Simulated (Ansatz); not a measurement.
Given:

BRh:
```xyz
4
Lattice="3.3343 0.0000 0.0000 -1.6671 2.8876 0.0000 0.0000 0.0000 4.0611" Properties=species:S:1:pos:R:3 pbc="T T T"
B      0.0000     0.0000     0.0000
B      0.0000     0.0000     2.0305
Rh     1.6671     0.9625     3.0458
Rh     0.0000     1.9250     1.0153
```

This is the LDA-relaxed structure. Tensor components refer to the Cartesian frame of this cell.

Task: All from DFT-LDA in the program Ansatz with PAW potentials, unless another level is named. Predict the Hill bulk and shear moduli.

Result: 317 and 120 GPa.

Task: And the elastic constants (relaxed ions, GPa)?

Result: C11 = 491, C12 = 232, C13 = 275, C33 = 345, C44 = 175.

Space group P6_3/mmc (NiAs type). The workflow started from a Materials Project entry (that database holds measured and hypothetical structures alike); the Crystallography Open Database copy checked does not list it. Whether it is the stable phase at ambient conditions was not checked. The LDA relaxation kept the symmetry of its start; whether a distortion lowers the energy is not shown. The run is not spin-polarised. As this level gives no gap, shear constants depend on the k-mesh and smearing (Fermi–Dirac, 0.1 eV here).

Potentials: the later of the program's two PAW sets.
